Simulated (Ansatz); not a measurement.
# Si: the gap against volume

Si, P6_3/mmc, a = 3.810 Å, c = 12.522 Å. This isn't the element's structure at ambient conditions. Ansatz: LDA, PAW, 420 eV, Γ-centred 12×12×4 mesh on 8 atoms, Gaussian smearing 0.02 eV; no spin polarisation. Shape and atoms are relaxed at each volume; x = ln(V/V0) with V0 = 19.678 Å³/atom. The gap is read at the mesh points alone.

```
      x gap y (eV)
-0.0619       0.300
-0.0305       0.367
 0.0000       0.429
 0.0296       0.484
 0.0583           ?
```

Task: Fit a straight line to the other rows, give the volume deformation potential of the gap and its pressure coefficient, and predict the missing gap. B0 = 96.4 GPa.

Result: Means x = -0.01570, y = 0.39500; Σ(Δx)² = 0.004652, ΣΔxΔy = 0.009369; the slope is their ratio. y = 0.4266 + 2.014 x. The slope is the deformation potential a = dE_g/d ln V = 2.01 eV, and dE_g/dP = −a/B0 = -20.9 meV/GPa. At x = 0.0583 the fit asked for gives 0.544 eV. The run gave 0.534 eV, so the fit is 0.010 eV too high, 4.3 % of the span of the series, against an rms of 0.002 eV on the fitted rows. The row lies outside the fitted range. With a term in x² added, a fit to the same known rows predicts 0.534 eV, so most of the miss is curvature that the known rows already hold.

Semilocal functionals give gaps under the measured ones; changes of the gap mostly carry over better.

Cost: 5 runs of about 7.9 core-minutes in all, on Intel Xeon Processor @ 2.50GHz (Skylake/Cascade Lake) (shared hosts).